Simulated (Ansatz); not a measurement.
The following input was run with Ansatz 0.2.0.

```yaml
crystal:
  lattice:
    - [0.0, 2.5530921618, 2.5530921618]
    - [2.5530921618, 0.0, 2.5530921618]
    - [2.5530921618, 2.5530921618, 0.0]
  atoms:
    - { symbol: Pb, position: [0.0, 0.0, 0.0] }
    - { symbol: O, position: [0.25, 0.25, 0.25] }
    - { symbol: O, position: [0.75, 0.75, 0.75] }
basis:
  ecutwfc: 420
kpoints:
  mp_grid: { grid: [14, 14, 14] }
hamiltonian:
  xc: pbesol
scf:
  occupations: { method: gaussian, width: 0.1 }
output:
  forces: true
  stress: true
  eigenvalues: true
```

Command:
```bash
ansatz run input.yaml --threads 1 --pin off --max-ram 2560MiB --backend cpu --events-out ev --progress --plain --runs-dir out
```

Computed with DFT PBEsol, scalar-relativistic, plane waves, PAW in Ansatz.

Abridged output:

```
Pseudopotentials: kind: paw
Pseudopotential: Pb, paw, valence charge 14, recommended cutoff 420 eV (normal)
Pseudopotential: O, paw, valence charge 6, recommended cutoff 420 eV (normal)
Functional definition: PBEsol
Crystal: 3 atoms, lattice volume = 33.284 Å³
Basis set: ecut = 420 eV, 645 PW (Γ), exchange–correlation on 50×50×50 points (8 copies of the dense FFT grid, shifted against one another)
Bands: 17, of which v1, the nominal top of the filled ones, is band 13 counted from 1 (12 counted from 0)
Symmetry: 48 space group operations
Space group: Fm-3m (ITA 225), of the structure as read, at distance tolerance 3.2e-5 Å
k-points: 104 of 2744
Initial density: superposition of atomic densities (neutral atoms: chi_scale 0, normalization atom), corrected by the library's trained network
Initial wavefunctions: pseudopotential atomic-orbital guess
Functional: x = pbesol(κ = 0.804, μ = 0.12345679), c = pbesol(β = 0.046)
SCF iter   1: F=—  HF=-12873.571056 eV  |F-HF|=—  |Δ(HF+E_count)|=         —  Δρ=1.35e-2  dr2=4.42e-2  ethr=1.77e-3  ⟨swp⟩=6.1  Hψ=9610  notcnv=0
SCF iter   2: F=—  HF=-12873.558353 eV  |F-HF|=—  |Δ(HF+E_count)|=   1.27e-2  Δρ=4.64e-3  dr2=5.43e-3  ethr=1.70e-4  ⟨swp⟩=3.0  Hψ=4667  notcnv=0
SCF iter   3: F=—  HF=-12873.556636 eV  |F-HF|=—  |Δ(HF+E_count)|=   1.72e-3  Δρ=1.08e-3  dr2=2.83e-4  ethr=2.09e-5  ⟨swp⟩=2.6  Hψ=3053  notcnv=0
SCF iter   4: F=—  HF=-12873.556636 eV  |F-HF|=—  |Δ(HF+E_count)|=   6.55e-8  Δρ=3.90e-4  dr2=1.94e-5  ethr=1.09e-6  ⟨swp⟩=2.8  Hψ=3173  notcnv=0
SCF iter   5: F=—  HF=-12873.556645 eV  |F-HF|=—  |Δ(HF+E_count)|=   9.12e-6  Δρ=4.44e-5  dr2=3.86e-7  ethr=7.47e-8  ⟨swp⟩=2.5  Hψ=2912  notcnv=0
SCF iter   6: F=-12873.556645 eV  HF=-12873.556645 eV  |F-HF|=1.41e-9  |Δ(HF+E_count)|=   5.44e-8  Δρ=3.68e-6  dr2=3.07e-9  ethr=3.85e-10  ⟨swp⟩=8.5  Hψ=9495  notcnv=0
SCF 1 converged in 6 iterations: F = -12873.556645 eV  dr2 = 3.07e-9
SCF converged after 6 iterations
Free energy (F): -12873.556645 eV
Harris-Foulkes:  -12873.556645 eV  (|F-HF|=1.41e-9)
Internal energy: -12873.555474 eV  (E = F + TS)
E sigma→0 (E₀):  -12873.556059 eV
Entropy (-TS):   -0.001172 eV (-0.391 meV/atom)
Fermi energy:    12.640696 eV
--- Per-component energies (eV) ---
  E_band       = 60.883735
  E_kinetic    = 650.020086
  E_local      = -1340.572912  (includes V_loc(G=0)·N_el)
  E_nonlocal   = 455.940738
  E_hartree    = 521.190909
  E_xc         = -362.229880
  E_vxc        = -317.554598  (∫ρ·V_xc dr)
  E_paw        = -10574.927698  (= ΣΔE_a)
  E_vpaw       = -429.334864  (= ΣTr[D̂ρ^β])
  E_aug_tail   = 0.004894  (compensation charges beyond the density's cutoff)
  E_ewald      = -2223.114303
  E_core_change = 0.132692  (= ΣΔE_core)
  E_smearing   = -0.001172  (= −TS)
--- Forces (eV/Å), atoms counted from 1 ---
  atom   1  Pb     0.00000000     0.00000000     0.00000000
  atom   2  O      0.00000000     0.00000000     0.00000000
  atom   3  O      0.00000000     0.00000000     0.00000000
--- Stress (GPa, compression-positive) ---
       26.969272       0.000000       0.000000
        0.000000      26.969272       0.000000
        0.000000       0.000000      26.969272
  P = ⅓ Tr σ = 26.9693 GPa (269.693 kbar)
--- Band table (eV; the first three rows and the last of 104) ---
  k-point 0: bands = ["-7.4327", "-3.3926", "-3.3926", "-3.3926", "-3.3482", "-2.8918", "-2.8918", "10.3521", "10.3521", "10.3521", "10.9885", "10.9885", "10.9885", "11.2498", "19.8960", "19.8960", "19.8960"]
  k-point 1: bands = ["-7.3762", "-3.9193", "-3.3805", "-3.3805", "-2.8933", "-2.8933", "-2.8028", "9.7648", "10.2681", "10.2681", "10.4173", "10.9997", "10.9997", "12.2900", "19.7490", "20.0358", "20.0358"]
  k-point 2: bands = ["-7.2148", "-4.4103", "-3.3485", "-3.3485", "-2.8955", "-2.8955", "-2.2648", "8.6330", "10.0544", "10.0544", "10.1036", "11.0114", "11.0114", "13.4039", "19.5177", "20.4362", "20.4362"]
  k-point 103: bands = ["-5.9024", "-5.7581", "-3.0713", "-2.9019", "-2.8619", "-1.9779", "-1.4430", "3.4194", "6.6653", "8.8811", "10.0290", "11.9650", "12.6293", "15.8179", "21.6425", "21.9403", "22.9766"]
```

The calculation finished and met its thresholds.

It took 3.5 s on 1 thread of Arm Neoverse V1 (shared host), peak memory 0.33 GiB.

Spin–orbit coupling is left out, which can shift energies with elements as heavy as these.